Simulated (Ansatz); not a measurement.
TiB2 (AlB2 type, space group P6/mmm)

```
TiB2
1.0
    3.03199     0.00000     0.00000
   -1.51599     2.62578     0.00000
    0.00000     0.00000     3.22435
Ti B
1 2
Direct
  0.00000   0.00000   0.00000
  0.33333   0.66667   0.50000
  0.66667   0.33333   0.50000
```

This relaxed cell (volume V₀) is scaled evenly in all directions, its shape held. Symmetry pins the atoms to their sites.

Computed with PBE (plane waves to 420 eV, PAW, scalar-relativistic; Ansatz, a first-principles code). k mesh 18×18×14 (Γ-centred), Fermi-Dirac smearing 0.05 eV. E stands for the smeared free energy. Stress and pressure are positive under compression. With the shape held, the modulus is that of even scaling; a crystal free to change shape is softer. TiB2 is run without spin polarisation. TiB2 was relaxed with its symmetry unable to fall. The zero of ΔE is the relaxed starting cell. The last digit holds for this mesh only.

```tsv
V (Å³/atom)	ΔE (meV/atom)
7.701	80.7
7.872	49.9
8.043	27.1
8.214	withheld
8.386	2.8
8.557	0.0
8.728	2.6
8.899	10.2
9.070	22.3
9.241	38.5
9.412	58.4
```

**Question.** Fit a third-order Birch-Murnaghan form (E₀, V₀, B₀, B₀′ free) to the given rows and predict ΔE at V = 8.214.

**Answer.** Least squares on the 10 given rows: ΔE = E₀ + (9V₀B₀/16)·y²·[2 + (B₀′ − 4)y], y = (V₀/V)^(2/3) − 1, with V₀ = 8.557 Å³/atom, B₀ = 255.4 GPa (160.2 GPa = 1 eV/Å³; the term in eV is multiplied by 1000), B₀′ = 3.81, E₀ = -0.03 meV/atom; root-mean-square residual 0.02 meV/atom. At 8.214 the fit gives 11.7 meV/atom; the calculation gives 11.6 meV/atom, so the interpolation is off by 0.1 (+0.9 %). For the pressure the fit gives 11.3 GPa against the computed 11.3 GPa.

(A scan under strain: stresses follow from slopes of the energy per volume, elastic moduli from its curvatures.)
